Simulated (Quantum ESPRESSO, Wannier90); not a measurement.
Tight-binding from DFT: GaN (zinc blende)

```xyz
2
Lattice="0.0000 2.2535 2.2535 2.2535 0.0000 2.2535 2.2535 2.2535 0.0000" Properties=species:S:1:pos:R:3 pbc="T T T"
Ga     0.0000     0.0000     0.0000
N      1.1267     1.1267     1.1267
```

Structure: Materials Project mp-830, symmetrised, not relaxed again. Not found in the COD (Crystallography Open Database) copy used, which has the formula in other groups; not checked further. Level: PBE, no spin polarisation, no spin-orbit coupling; pw.x of Quantum ESPRESSO at 68 Ry with PseudoDojo potentials, 12×12×12 k-points, Wannier90. Density: 12×12×12 mesh, cold smearing 0.01 Ry.

Band 1 is isolated and gives one Wannier function a cell (Ga1 3d 40 %, N2 2s 40 %, Ga1 4p 14 %; spread 1.96 Å²). Its on-site energy is ε = -15.067 eV relative to the valence-band maximum, and its hoppings t(R) = t(−R) to the nearer images are (images within this range that aren't listed have |t| under 5 meV):

```tsv
R (lattice vectors; −R alike)	distance (Å)	t (eV)
0 0 1	3.19	-0.053
0 1 -1	3.19	-0.053
0 1 0	3.19	-0.053
1 -1 0	3.19	-0.053
1 0 -1	3.19	-0.053
1 0 0	3.19	-0.053
1 -1 -1	4.51	-0.009
1 -1 1	4.51	-0.009
1 1 -1	4.51	-0.009
0 1 -2	5.52	-0.006
0 1 1	5.52	-0.006
0 2 -1	5.52	-0.006
1 -2 0	5.52	-0.006
1 -2 1	5.52	-0.006
1 0 -2	5.52	-0.006
1 0 1	5.52	-0.006
1 1 -2	5.52	-0.006
1 1 0	5.52	-0.006
2 -1 -1	5.52	-0.006
2 -1 0	5.52	-0.006
2 0 -1	5.52	-0.006
```

Question: Work out the band energy at Γ, X, U, K from these numbers.

Answer: For one orbital E(k) = ε + Σ_R 2 t(R) cos(2π k·R), the sum over the listed R.
- Γ, k = (0.000, 0.000, 0.000): E = -15.067 + (-0.053)·(12.00) + (-0.009)·(6.00) + (-0.006)·(24.00) = -15.90 eV; pw.x: -15.91 eV
- X, k = (-0.500, -0.500, 0.000): E = -15.067 + (-0.053)·(-4.00) + (-0.009)·(6.00) + (-0.006)·(-8.00) = -14.86 eV; pw.x: -14.90 eV
- U, k = (-0.375, -0.375, 0.250): E = -15.067 + (-0.053)·(-3.66) + (-0.009)·(2.00) + (-0.006)·(4.00) = -14.92 eV; pw.x: -14.91 eV
- K, k = (-0.375, 0.000, 0.375): E = -15.067 + (-0.053)·(-3.66) + (-0.009)·(2.00) + (-0.006)·(4.00) = -14.92 eV; pw.x: -14.91 eV

At these points the listed shells miss the plane-wave band by up to 0.04 eV, of a width of 1.01 eV on the path. With all its hoppings the model misses the band by 0.7 meV at worst on the whole path, so most of the miss comes from the hoppings not listed.
